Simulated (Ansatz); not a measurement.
The start is a relaxed SiW cell, doubled along one cell vector, shaken by Gaussian noise of σ = 0.08 Å a coordinate. Cell shape, volume and atoms are optimised at zero target pressure with r2SCAN (plane waves to 500 eV, PAW, scalar-relativistic; Ansatz, a first-principles code). The first steps use a coarse 8×8×4 k-mesh.

The start:
```yaml
crystal:
  lattice:
    - [0.00000, 2.49892, 2.49892]
    - [2.49892, 0.00000, 2.49892]
    - [4.99784, 4.99784, 0.00000]
  atoms:
    - { symbol: Si, position: [0.94857, 0.00836, 0.00057] }
    - { symbol: Si, position: [0.05156, 0.97919, 0.47067] }
    - { symbol: W, position: [0.49468, 0.45899, 0.26630] }
    - { symbol: W, position: [0.50994, 0.48576, 0.77061] }
```

Q: How much energy is released per atom?

A: 0.22 eV/atom.

Q: Is the parent structure recovered?

A: It relaxes back to the parent, Fm-3m (No. 225).

Q: How do the shortest distances between atoms change?

A: The closest pairs of elements (up to four, under 3.6 Å), start → end: Si–W 2.25 → 2.50 Å; Si–Si 3.25 → 3.53 Å; W–W 3.43 → 3.53 Å.

Q: What band gap does the relaxed structure have at this level?

A: No gap (metallic).

Final values are on a 16×16×16 k-mesh of the relaxed cell. No spin polarisation in the result.

The relaxed structure here is a generated cell of SiW: the first start was made by placing the elements on the sites of a structure type, and the end was not matched to a known phase here, so it may be hypothetical.
